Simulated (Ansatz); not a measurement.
An Ansatz (an electronic-structure program) input:

Ansatz 0.2 input:
```yaml
crystal:
  lattice:
    - [3.3135775609, 0.0, 0.0]
    - [-1.6567887805, 2.8696423452, 0.0]
    - [0.0, 0.0, 14.8008354362]
  atoms:
    - { symbol: Hf, position: [0.6666666667, 0.3333333333, 0.5822317646] }
    - { symbol: Hf, position: [0.3333333333, 0.6666666667, 0.4177682354] }
    - { symbol: Hf, position: [0.3333333333, 0.6666666667, 0.0822317646] }
    - { symbol: Hf, position: [0.6666666667, 0.3333333333, 0.9177682354] }
    - { symbol: In, position: [0.6666666667, 0.3333333333, 0.25] }
    - { symbol: In, position: [0.3333333333, 0.6666666667, 0.75] }
    - { symbol: C, position: [0.0, 0.0, 0.5] }
    - { symbol: C, position: [0.0, 0.0, 0.0] }
kpoints:
  mp_grid: { grid: [10, 10, 2] }
  band_path:
    path:
      - [[0.0, 0.0, 0.0], [0.5, 0.0, 0.0], [0.3333333333, 0.3333333333, 0.0], [0.0, 0.0, 0.0], [0.0, 0.0, 0.5], [0.5, 0.0, 0.5], [0.3333333333, 0.3333333333, 0.5], [0.0, 0.0, 0.5]]  # Γ-M-K-Γ-A-L-H-A
      - [[0.5, 0.0, 0.5], [0.5, 0.0, 0.0]]  # L-M
      - [[0.3333333333, 0.3333333333, 0.5], [0.3333333333, 0.3333333333, 0.0]]  # H-K
    npoints: 8
hamiltonian:
  xc: r2scan
  pseudopotentials: { kind: paw }
magnetization: { noncollinear: true, spin_orbit: true }
scf:
  n_extra_bands: 16
  convergence: { dr2_threshold: 0.0000000001 }
  occupations: { method: gaussian, width: 0.05 }
output: { eigenvalues: true }
```

Question: How many symmetry operations and irreducible k-points will the run report?

Answer: 24 operations, 28 of 200 k-points.

Question: With a cutoff of 500 eV, how many plane waves at Γ?

Answer: 3533.

It took roughly 19 core-minutes on shared server cores.

Space group P6_3/mmc. The first step of the workflow began from a Materials Project structure, measured or hypothetical; the Crystallography Open Database copy checked does not list it. Its standing as an ambient phase is unchecked. Symmetry was held in the r²SCAN relaxation; its stability against distortions is not shown here. No spin polarisation was allowed.

Potentials: the later of the program's two PAW sets.

Ansatz is a plane-wave DFT program.
